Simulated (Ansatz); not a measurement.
Cs2AgBiBr6: Electric field gradients

The cell is a refined structure from the COD whose atoms were relaxed with PBE, the cell held.

```yaml
crystal:
  lattice:
    - [0.00000, 5.61610, 5.61610]
    - [5.61610, 0.00000, 5.61610]
    - [5.61610, 5.61610, 0.00000]
  atoms:
    - { symbol: Cs, position: [0.25000, 0.25000, 0.25000] }
    - { symbol: Cs, position: [0.75000, 0.75000, 0.75000] }
    - { symbol: Ag, position: [0.50000, 0.50000, 0.50000] }
    - { symbol: Bi, position: [0.00000, 0.00000, 0.00000] }
    - { symbol: Br, position: [0.25327, 0.74673, 0.25327] }
    - { symbol: Br, position: [0.25327, 0.74673, 0.74673] }
    - { symbol: Br, position: [0.74673, 0.25327, 0.74673] }
    - { symbol: Br, position: [0.74673, 0.25327, 0.25327] }
    - { symbol: Br, position: [0.25327, 0.25327, 0.74673] }
    - { symbol: Br, position: [0.74673, 0.74673, 0.25327] }
```

Atoms are numbered from 1 in the order listed; like atoms form one site, named after its first atom.

All values are calculated (Ansatz; DFT, r2SCAN, plane waves and PAW, scalar-relativistic, 500 eV cutoff, Γ-centred 5×5×5 k-points, Fermi–Dirac smearing 0.02 eV), not measured.

V_zz is the principal component of the electric field gradient with the largest magnitude, η = (V_xx − V_yy)/V_zz and C_Q = eQV_zz/h. Directions are in the Cartesian axes of the cell vectors above, for the atom listed; none is given where the gradient is under 0.02 or η is above 0.95.

Question: Give the quadrupolar parameters of the distinct sites.

Answer: 

```json
{"site": "Cs", "first atom": "1", "first shell": "12 Br at 3.97 Å", "V_zz (10²¹ V/m²)": "0.00", "η": "–", "direction of V_zz (x, y, z)": "–"}
{"site": "Ag", "first atom": "3", "first shell": "6 Br at 2.77 Å", "V_zz (10²¹ V/m²)": "0.00", "η": "–", "direction of V_zz (x, y, z)": "–"}
{"site": "Bi", "first atom": "4", "first shell": "6 Br at 2.84 Å", "V_zz (10²¹ V/m²)": "0.00", "η": "–", "direction of V_zz (x, y, z)": "–"}
{"site": "Br", "first atom": "5", "first shell": "1 Ag at 2.77 Å, 1 Bi at 2.84 Å, angle 180°", "V_zz (10²¹ V/m²)": "27.8", "η": "0.00", "direction of V_zz (x, y, z)": "0.00 1.00 0.00"}
```

An axis of threefold or higher order runs through Br, so V_zz lies along it and η is zero. Cs, Ag and Bi sit on a cubic site, where every gradient vanishes.

Without spin–orbit coupling the gradients at and beside Bi can be off by some per cent, at some sites by more.
